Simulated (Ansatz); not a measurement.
HfO$_{2}$ (fluorite)

```
HfO2
1.0
    0.00000     2.52190     2.52190
    2.52190     0.00000     2.52190
    2.52190     2.52190     0.00000
Hf O
1 2
Cartesian
  0.00000   0.00000   0.00000
  1.26095   1.26095   1.26095
  3.78285   3.78285   3.78285
```

The volume is varied about the relaxed value V₀ at fixed cell shape. Symmetry pins the atoms to their sites.

Level of theory: PBEsol (plane waves to 420 eV, PAW, scalar-relativistic; Ansatz, a quantum-chemistry and plane-wave program). k mesh 12×12×12 (Γ-centred), Fermi-Dirac smearing 0.05 eV. E stands for the smeared free energy. Compression counts positive. HfO2 is run without spin polarisation. HfO2 was relaxed with its symmetry unable to fall. Spin-orbit coupling is left out, though Hf is heavy. This is a high-temperature form of HfO2. The zero of ΔE is the relaxed starting cell.

| V (Å³/atom) | ΔE (meV/atom) |
|---|---|
| 8.982 | 305.2 |
| 9.324 | 183.2 |
| 9.666 | 96.8 |
| 10.008 | 40.5 |
| 10.351 | 9.6 |
| 10.693 | 0.0 |
| 11.035 | 8.5 |
| 11.377 | 32.4 |
| 11.719 | 69.3 |
| 12.061 | withheld |
| 12.404 | 174.3 |

Task: Fit a third-order Birch-Murnaghan form (E₀, V₀, B₀, B₀′ free) to the given rows and predict ΔE at V = 12.061.

Result: Least squares on the 10 given rows: ΔE = E₀ + (9V₀B₀/16)·y²·[2 + (B₀′ − 4)y], y = (V₀/V)^(2/3) − 1, with V₀ = 10.693 Å³/atom, B₀ = 264.1 GPa (160.2 GPa = 1 eV/Å³; the term in eV is multiplied by 1000), B₀′ = 4.21, E₀ = 0.01 meV/atom; root-mean-square residual 0.05 meV/atom. At 12.061 the fit gives 117.0 meV/atom; the calculation gives 117.1 meV/atom, so the interpolation is off by -0.1 (-0.1 %). For the pressure the fit gives -24.7 GPa against the computed -24.7 GPa.

(Under strain, the slope of the energy per volume gives the stress and its curvature an elastic modulus.)
